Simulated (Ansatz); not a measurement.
**Question.** Name crystals whose computed values (r²SCAN in the plane-wave PAW code Ansatz) fall in these windows: Θ_D (K) 170 to 240; G_Hill (GPa) 20 to 25.

**Answer.** 

```
crystal             Θ_D (K)  G_Hill (GPa)
------------------  -------  ------------
CdTe, rock salt         200          23.6
Nb, bcc (W type)        215          23.7
Sb, A7 (α-As type)      193          21.9
Sn, diamond             213          24.8
```
Others may fit too.

Not the usual ambient phase: CdTe, rock salt; Sn, diamond. All cells were relaxed under the symmetry of their starts (and spin orders); stability against distortions was not tested throughout. Rows with no word on spin ran without spin polarisation. Scalar-relativistic: spin–orbit coupling is off unless named, which matters more the heavier the elements.

Potentials: the earlier of the program's two PAW sets.
